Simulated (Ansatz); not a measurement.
Input:

TaRu:
```cif
data_RuTa
_chemical_formula_sum 'Ta1 Ru1'
_space_group_name_H-M_alt 'Pm-3m'
_space_group_IT_number 221
_space_group_name_Hall '-P 4 2 3'
_cell_length_a 3.13938
_cell_length_b 3.13938
_cell_length_c 3.13938
_cell_angle_alpha 90.000
_cell_angle_beta 90.000
_cell_angle_gamma 90.000
loop_
_atom_site_label
_atom_site_type_symbol
_atom_site_symmetry_multiplicity
_atom_site_Wyckoff_symbol
_atom_site_fract_x
_atom_site_fract_y
_atom_site_fract_z
_atom_site_occupancy
Ta1 Ta 1 b 0.50000 0.50000 0.50000 1
Ru1 Ru 1 a 0.00000 0.00000 0.00000 1
```

This is the PBEsol-relaxed structure.

Problem. All from the program Ansatz at the PBEsol level (PAW), unless another level is named. Estimate the density of states at the Fermi level.

Solution. 1.7 states/eV per atom (mean over ±0.08 eV).

Problem. Predict the formation energy from the elements (no fitted shifts).

Solution. -258 meV/atom.

Problem. And the gap with spin–orbit coupling?

Solution. none (metallic).

The workflow started from a Materials Project entry (that database holds measured and hypothetical structures alike); the Crystallography Open Database files this formula in space group No. 221, but the cells were not matched. Its standing as an ambient phase is unchecked. The PBEsol relaxation kept the symmetry of its start. At this level the phase is mechanically unstable. No spin polarisation was allowed. The references are the lowest solids computed at this level, not always the standard phases. Scalar-relativistic: spin–orbit coupling is off unless named, which matters more the heavier the elements.

Potentials: the later of the program's two PAW sets.
